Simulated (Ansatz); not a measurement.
Data:

Mo2C:
```
Mo2C
1.0
    4.70773     0.00000     0.00000
    0.00000     6.00388     0.00000
    0.00000     0.00000     5.17719
Mo C
8 4
Direct
  0.24524   0.87816   0.07980
  0.75476   0.12184   0.92020
  0.25476   0.62184   0.57980
  0.74524   0.37816   0.42020
  0.74524   0.62184   0.92020
  0.25476   0.37816   0.07980
  0.75476   0.87816   0.42020
  0.24524   0.12184   0.57980
  0.50000   0.87691   0.75000
  0.50000   0.12309   0.25000
  0.00000   0.62309   0.25000
  0.00000   0.37691   0.75000
```

This is the PBEsol-relaxed structure.

Problem. All from PBEsol (plane waves, PAW; program Ansatz), unless another level is named. Estimate the bulk modulus (Birch–Murnaghan fit).

Solution. 314 GPa.

Problem. And the highest zone-centre frequency?

Solution. 714 cm⁻¹.

Space group Pbcn. The workflow started from a Materials Project entry (that database holds measured and hypothetical structures alike); the Crystallography Open Database files this formula in space group No. 60, but the cells were not matched. Whether it is the stable phase at ambient conditions was not checked. The PBEsol relaxation kept the symmetry of its start; of distortions, only those at the zone centre were tested. The run is not spin-polarised. As this level gives no gap, phonon frequencies hold no LO–TO term and depend on the k-mesh and smearing (Fermi–Dirac, 0.1 eV here).

Potentials: the earlier of the program's two PAW sets.
